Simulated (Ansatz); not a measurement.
Map of one atom of the cell for SiO2 (rutile)

SiO$_{2}$ (rutile)

```
SiO2
1.0
    4.18520     0.00000     0.00000
    0.00000     4.18520     0.00000
    0.00000     0.00000     2.66883
Si O
2 4
Direct
  0.50000   0.50000   0.50000
  0.00000   0.00000   0.00000
  0.80610   0.80610   0.50000
  0.30610   0.69390   0.00000
  0.69390   0.30610   0.00000
  0.19390   0.19390   0.50000
```

Two-dimensional scan of atom 5 (O, nearest neighbour Si at 1.760 Å; its periodic images, 2.7 Å or more away, move with it): u runs along (1.000, 0.000, 0.000), v along (0.000, 1.000, 0.000) (Cartesian). Cell and other atoms are fixed.

All values below come from r2SCAN (plane waves to 500 eV, PAW, scalar-relativistic; Ansatz, a quantum-chemistry and plane-wave program). k mesh 7×7×10 (Γ-centred), Fermi-Dirac smearing 0.05 eV. The energy includes the smearing's −TS. Points where atoms come too close for the PAW data are left out (x in tables, blank in figures). Fu and Fv are the components of the force on the atom. SiO2 was relaxed with its symmetry unable to fall. ΔE is measured from the undisplaced structure. Axes are in Å.

ΔE (meV/cell), with u across and v down:

```tsv
v \ u	-0.440	-0.293	-0.147	0.000	0.147	0.293	0.440
-0.440	2645	1914	1744	2279	3784	x	x
-0.293	1976	1134	786	1003	1911	3716	x
-0.147	1785	801	276	249	769	1911	3784
0.000	2173	980	247	0	249	1003	2279
0.147	3229	1733	730	247	276	786	1744
0.293	4993	3082	1733	980	801	1134	1914
0.440	7419	4993	3229	2173	1785	1976	2645
```

Fv (eV/Å), with u across and v down:

```csv
v \ u,-0.440,-0.293,-0.147,0.000,0.147,0.293,0.440
-0.440,6.00,6.70,8.01,10.54,15.54,x,x
-0.293,3.04,3.87,5.03,6.89,10.14,16.00,x
-0.147,-0.56,0.60,1.88,3.41,5.56,8.96,14.48
0.000,-4.84,-3.12,-1.52,0.00,1.61,3.65,6.56
0.147,-9.61,-7.17,-5.07,-3.36,-1.93,-0.55,1.03
0.293,-14.39,-11.19,-8.57,-6.60,-5.18,-4.12,-3.19
0.440,-18.51,-14.75,-11.76,-9.62,-8.21,-7.31,-6.71
```

Read from the data:

```
Quantity                                                                                                       Value
-----------------------------------------------------------------------------  -------------------------------------
Principal force constants in the plane (five-point differences of the forces)                    12.7 and 33.5 eV/Å²
Softest direction at the centre                                                                 45° from u towards v
Centre of the map                                                                                          a minimum
Lowest place on the grid                                                       u = 0.000 Å, v = 0.000 Å (0 meV/cell)
```

The 49 points together took around 24 core-minutes (rough).

(A displaced cell: forces are minus the slopes of the energy, force constants its curvatures, and phonons follow from these.)
